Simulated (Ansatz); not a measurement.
KF (rock salt, Fm-3m), plane-wave PAW r²SCAN (Ansatz code). The conduction-band minimum lies at Γ, with 1 equivalent valley. Second derivatives d²E/dk² of the lowest band at one valley (eV·Å²), along Cartesian directions:

```tsv
direction	d²E/dk²
[100]	14.01
[010]	14.01
[001]	14.01
[110]	14.01
[101]	14.01
[011]	14.01
```

Find the principal effective masses, the density-of-states mass and the conductivity mass.

Off-diagonal terms follow from H_xy = H[110] − (H_xx + H_yy)/2, and m*/mₑ = 7.620 eV·Å² over each eigenvalue: 0.54, 0.54, 0.54. One valley's DOS mass (m₁m₂m₃)^(1/3) = 0.54, conductivity mass 3/(Σ 1/mᵢ) = 0.54 mₑ.

What effective density of states Nc follows at 300 K for parabolic valleys?

Nc = 2.509e19 × 1 × (0.54)^(3/2) ≈ 1.0e19 cm⁻³.

With the computed static dielectric constant 5.44 (mean of the diagonal), estimate a hydrogenic donor's binding energy and radius.

E = 13.606 eV × 0.54/5.44² ≈ 250 meV; a = 0.529 Å × ε/m* ≈ 5.3 Å. Semilocal masses tend to be too small where the gap is.

With ε∞ = 1.94 and ω_LO = 324 cm⁻¹, what Fröhlich coupling constant follows?

α = (1/ε∞ − 1/ε0) √(m* × 13.606 eV/ħω_LO) = 4.5.

The r²SCAN relaxation kept the symmetry of its start; phonons on a q-mesh show no instability.

Potentials: the later of the program's two PAW sets.
